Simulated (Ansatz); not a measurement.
GaN:
```
CELL_PARAMETERS angstrom
      0.00000     2.27439     2.27439
      2.27439     0.00000     2.27439
      2.27439     2.27439     0.00000
ATOMIC_POSITIONS crystal
  Ga 0.00000 0.00000 0.00000
  N  0.25000 0.25000 0.25000
```

PBE (plane waves, PAW; program Ansatz) gives a gap of 1.54 eV without spin–orbit coupling, maximum at Γ, minimum at Γ.

Question: What happens when spin–orbit coupling is switched on?

Answer: The gap is nearly the same, to 1.54 eV; maximum at Γ, minimum at Γ.

Question: How large is the spin–orbit splitting of the valence top at Γ?

Answer: The fourfold level lies 0.01 eV above the split-off pair.

Question: Give the electron effective mass with spin–orbit coupling.

Answer: 0.14 mₑ (isotropic).

Space group F-43m (zinc blende). The cell was relaxed with PBE under the symmetry of its start.

Potentials: the earlier of the program's two PAW sets.
